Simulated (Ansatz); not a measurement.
The start is a relaxed MgSe cell, doubled along one cell vector, shaken by Gaussian noise of σ = 0.08 Å a coordinate. Cell shape, volume and atoms are optimised at zero target pressure with r2SCAN (plane waves to 500 eV, PAW, scalar-relativistic; Ansatz, a program for electronic structure). First-step values are on the input's coarse k-mesh.

Ansatz input (later rounds restart from its end on a renewed k-mesh):
Ansatz 0.2 input:
```yaml
crystal:
  lattice:
    - [7.7648447372, 0, 0]
    - [0, 3.8824223686, 0]
    - [0, 0, 7.1309235024]
  atoms:
    - { symbol: Mg, position: [-0.0116358232, 0.4925213503, -0.0013472157] }
    - { symbol: Mg, position: [0.4944109644, 0.4874637426, 0.0134745403] }
    - { symbol: Mg, position: [0.243586653, -0.014632334, 0.5061406748] }
    - { symbol: Mg, position: [0.7550463987, 0.0140423861, 0.5054361117] }
    - { symbol: Se, position: [-0.0123865976, 0.0014293103, 0.2487607508] }
    - { symbol: Se, position: [0.5097517921, 0.0148090498, 0.2426291261] }
    - { symbol: Se, position: [-0.0267622264, 0.0366155843, 0.7438358758] }
    - { symbol: Se, position: [0.5169751021, 0.0205727145, 0.7368064352] }
basis: { ecutwfc: 500, ecutrho_ratio: 4, xc_grid: 4, fft_grid_basis: typed }
kpoints: { mp_grid: { grid: [3, 6, 4] } }
hamiltonian:
  xc: r2scan
  dispersion: none
  pseudopotentials: { kind: paw }
scf: { occupations: { method: fermi_dirac, width: 0.05 } }
relax: { f_tol: 0.01, max_steps: 100, cell: { stress_tol: 0.02 } }
output: { forces: true, stress: true }
```

Task: What is the largest force in the starting geometry, and on which atom (counted from 1)?

Result: 1.72 eV/Å, on Se7 (atoms numbered as listed).

Task: How does the volume change?

Result: -23.8 %, from 26.87 to 20.48 Å³/atom.

Task: What band gap does the relaxed structure have at this level?

Result: 2.48 eV, indirect (valence top at Γ, conduction bottom at X) (no spin-orbit coupling).

Task: Give the final cell and atomic positions.

Result: 
Space group Fm-3m (No. 225); a = b = c = 5.4723 Å, α = β = γ = 90.00°

| atom | site | symmetry | x | y | z |
|---|---|---|---|---|---|
| Mg | 4b | m-3m | 0.5000 | 0.5000 | 0.5000 |
| Se | 4a | m-3m | 0.0000 | 0.0000 | 0.0000 |
(The calculation used a cell of 2 atoms; values per cell refer to that cell.)

Final values are on a 10×10×10 k-mesh of the relaxed cell. No spin polarisation in the result.

Of the parent cell (P4₂/mmc (No. 131)): it is a generated cell of MgSe: the first start was made by placing the elements on the sites of a structure type, and the end was not matched to a known phase here, so it may be hypothetical. Known forms of MgSe include space group No. 225.
